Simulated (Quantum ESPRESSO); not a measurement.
**Band energies of PbS**

```
CELL_PARAMETERS angstrom
      2.05342    -5.80843     0.00000
      2.05342     5.80843     0.00000
      0.00000     0.00000     4.26793
ATOMIC_POSITIONS crystal
  S  0.64008 0.35992 0.75000
  S  0.35992 0.64008 0.25000
  Pb 0.87315 0.12685 0.75000
  Pb 0.12685 0.87315 0.25000
```

norm-conserving PBEsol (Quantum ESPRESSO, 56 Ry, with spin-orbit coupling); path ΓXSRAZΓYX1A1TY,ZT; energies in eV from the valence-band maximum.

| k (1/Å) | point | band 40 | band 41 | band 42 | band 43 | band 44 | band 45 | band 46 | band 47 |
|---|---|---|---|---|---|---|---|---|---|
| 0.00 | Γ | -0.74 | 3.85 | 3.85 | 3.98 | 3.98 | 4.59 | 4.59 | 5.20 |
| 0.54 |  | -0.25 | 0.87 | 0.87 | 2.11 | 2.11 | 2.93 | 2.93 | 3.15 |
| 0.86 | X | -0.40 | 0.67 | 0.67 | 1.71 | 1.71 | 1.99 | 1.99 | 2.38 |
| 1.15 | S | -0.46 | 1.04 | 1.04 | 1.26 | 1.26 | 2.18 | 2.18 | 2.89 |
| 1.25 |  | -0.47 | 1.21 | 1.21 | 1.44 | 1.44 | 2.50 | 2.50 | 2.78 |
| 1.88 | R | -1.56 | 2.99 | 2.99 | 2.99 | 2.99 | 5.19 | 5.19 | 5.19 |
| 2.17 | A | -1.59 | 2.68 | 2.68 | 3.02 | 3.02 | 5.25 | 5.25 | 5.71 |
| 2.60 |  | -2.03 | 3.34 | 3.34 | 3.47 | 3.47 | 4.54 | 4.54 | 4.92 |
| 3.03 | Z | -0.14 | 1.23 | 1.23 | 1.23 | 1.23 | 2.70 | 2.70 | 2.70 |
| 3.24 |  | -0.44 | 1.70 | 1.70 | 2.06 | 2.06 | 3.06 | 3.06 | 3.35 |
| 3.77 | Γ | -0.74 | 3.85 | 3.85 | 3.98 | 3.98 | 4.59 | 4.59 | 5.20 |
| 3.88 |  | -0.73 | 3.61 | 3.61 | 4.00 | 4.00 | 4.68 | 4.68 | 5.11 |
| 4.31 | Y | -0.73 | 0.84 | 0.84 | 4.07 | 4.07 | 4.19 | 4.19 | 4.64 |
| 4.40 |  | -0.72 | 0.82 | 0.82 | 3.93 | 3.93 | 4.19 | 4.19 | 4.67 |
| 4.98 | X1 | -0.40 | 0.67 | 0.67 | 1.71 | 1.71 | 1.99 | 1.99 | 2.38 |
| 5.53 |  | -1.42 | 2.07 | 2.07 | 3.55 | 3.55 | 4.72 | 4.72 | 5.36 |
| 5.71 | A1 | -1.59 | 2.68 | 2.68 | 3.02 | 3.02 | 5.25 | 5.25 | 5.71 |
| 6.10 |  | -0.75 | 1.19 | 1.19 | 1.69 | 1.69 | 3.63 | 3.63 | 4.16 |
| 6.38 | T | -0.67 | 1.28 | 1.28 | 1.28 | 1.28 | 2.79 | 2.79 | 2.79 |
| 6.66 |  | -0.20 | 0.74 | 0.74 | 1.63 | 1.63 | 3.38 | 3.38 | 3.45 |
| 7.12 | Y | -0.73 | 0.84 | 0.84 | 4.07 | 4.07 | 4.19 | 4.19 | 4.64 |
| 7.12 | Z | -0.14 | 1.23 | 1.23 | 1.23 | 1.23 | 2.70 | 2.70 | 2.70 |
| 7.66 | T | -0.67 | 1.28 | 1.28 | 1.28 | 1.28 | 2.79 | 2.79 | 2.79 |

The PBEsol gap is direct, 0.61 eV at 25 % of the way from T to Y.

Geometry relaxed with PBE+D3(BJ).

This is not the ordinary phase of the substance; no match was found in the copy of COD used, and its stability was not checked.

Letters of k points follow the standard setting of the lattice, whose axes may be ordered differently from the printed cell.
